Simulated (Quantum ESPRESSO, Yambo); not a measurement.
Levels of theory for the gap of CsO

CsO (space group Immm, No. 71): one geometry, one set of norm-conserving PBEsol (Quantum ESPRESSO, 84 Ry, scalar-relativistic) orbitals, self-energies from Yambo (4×4×4 Γ-centred k mesh, 110 bands and a 6 Ry block in the screening, 110 bands in G with the Bruneval-Gonze terminator, plasmon pole fitted at 27.2 eV).

Cell and atoms were relaxed with PBEsol from Materials Project entry mp-7896, within its symmetry.

| level | gap Γ → Γ (eV) | rough Yambo cost |
|---|---|---|
| PBEsol (Quantum ESPRESSO) | 1.87 | – |
| exchange only (Hartree-Fock self-energy on PBEsol orbitals) | 11.36 | about 1/20 (12 states) |
| static COHSEX@PBEsol | 3.96 | within a factor of two (2 states) |
| G0W0@PBEsol, plasmon pole | 3.25 | 1 (12 states) |

Bare exchange has no screening and gives the widest gap; static COHSEX screens it but leaves out the frequency dependence, which G0W0 restores. The mesh misses a band edge: along a dense path the PBEsol gap is 1.72 eV against 1.87 eV on the mesh.

Costs are rough ratios of core time on shared machines.

Convergence of the G0W0 settings was not tested.

The structure is a Materials Project entry; no match was found in the copy of COD used, and its stability was not checked.
